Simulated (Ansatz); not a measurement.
GaBi:
```xyz
6
Lattice="4.5696 0.0000 0.0000 -2.2848 3.9574 0.0000 0.0000 0.0000 9.8405" Properties=species:S:1:pos:R:3 pbc="T T T"
Ga     2.6239     0.0000     6.5603
Ga    -1.3120     2.2724     3.2802
Ga     0.9728     1.6850     0.0000
Bi     2.5025     0.0000     1.6401
Bi    -1.2513     2.1673     8.2004
Bi     1.0335     1.7901     4.9203
```

Relaxed with PBE. Special points in fractions of this cell's reciprocal vectors: Γ (0.000, 0.000, 0.000); M (0.500, 0.000, 0.000); K (0.333, 0.333, 0.000); A (0.000, 0.000, 0.500); L (0.500, 0.000, 0.500); H (0.333, 0.333, 0.500).

### Question
List the band energies nearest the Fermi level at these points for PBE (plane waves, PAW; program Ansatz).

### Answer
In eV from the Fermi level; about four levels below and three above (degenerate sets whole), none deeper than 8.9 eV; points with the same levels are listed once.

| k | below | above |
|---|---|---|
| Γ | -0.57 -0.57 -0.34 -0.34 | 0.21 0.69 1.00 1.00 |
| M | -1.38 -1.12 -1.02 -0.11 | 0.16 1.24 2.03 |
| K | -1.40 -1.03 -1.03 -0.58 | 1.52 1.52 3.92 3.92 |
| A | -1.54 -1.54 -0.39 -0.12 -0.12 | 0.10 1.05 1.14 1.14 |
| L | -2.04 -1.94 -1.51 -1.25 | 0.86 1.14 2.04 |
| H | -2.94 -2.94 -1.68 -1.04 | 1.77 1.77 2.01 |

Space group P3_221. The cell is a constructed one: a structure type filled with these elements; neither database checked (COD, Materials Project) lists it. Its standing as an ambient phase is unchecked. Symmetry was held in the PBE relaxation; whether a distortion lowers the energy is not shown. Scalar-relativistic: spin–orbit coupling is off unless named, which matters more the heavier the elements.

Potentials: the later of the program's two PAW sets.
